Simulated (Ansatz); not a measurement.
Mo$_{2}$C in space group Pbcn (No. 60; Mo on 8d, C on 4c) under volume change, the program Ansatz at the PBEsol level (PAW), shape and atoms relaxed at each volume.

```json
[
 {"V (Å³/atom)": "11.096", "E − E(relaxed) (meV/atom)": "115.3", "P (GPa)": "36.59"},
 {"V (Å³/atom)": "11.462", "E − E(relaxed) (meV/atom)": "(withheld)", "P (GPa)": "(withheld)"},
 {"V (Å³/atom)": "11.827", "E − E(relaxed) (meV/atom)": "11.4", "P (GPa)": "10.30"},
 {"V (Å³/atom)": "12.193", "E − E(relaxed) (meV/atom)": "0.0", "P (GPa)": "0.00"},
 {"V (Å³/atom)": "12.559", "E − E(relaxed) (meV/atom)": "(withheld)", "P (GPa)": "(withheld)"},
 {"V (Å³/atom)": "12.925", "E − E(relaxed) (meV/atom)": "38.9", "P (GPa)": "-16.10"},
 {"V (Å³/atom)": "13.291", "E − E(relaxed) (meV/atom)": "82.8", "P (GPa)": "-22.12"}
]
```

**Question.** Complete the blanks.

**Answer.** 
- 11.462, E − E(relaxed) (meV/atom): 48.4
- 11.462, P (GPa): 22.40
- 12.559, E − E(relaxed) (meV/atom): 10.3
- 12.559, P (GPa): -8.75

**Question.** What does a third-order Birch–Murnaghan fit give for V₀, B₀ and B′?

**Answer.** V₀ = 12.19 Å³/atom, B₀ = 313 GPa, B′ = 4.5.

The first step of the workflow began from a Materials Project structure, measured or hypothetical; the Crystallography Open Database files this formula in space group No. 60, but the cells were not matched. Its standing as an ambient phase is unchecked. Symmetry was held in the PBEsol relaxation; of distortions, only those at the zone centre were tested. No spin polarisation was allowed.

Potentials: the later of the program's two PAW sets.
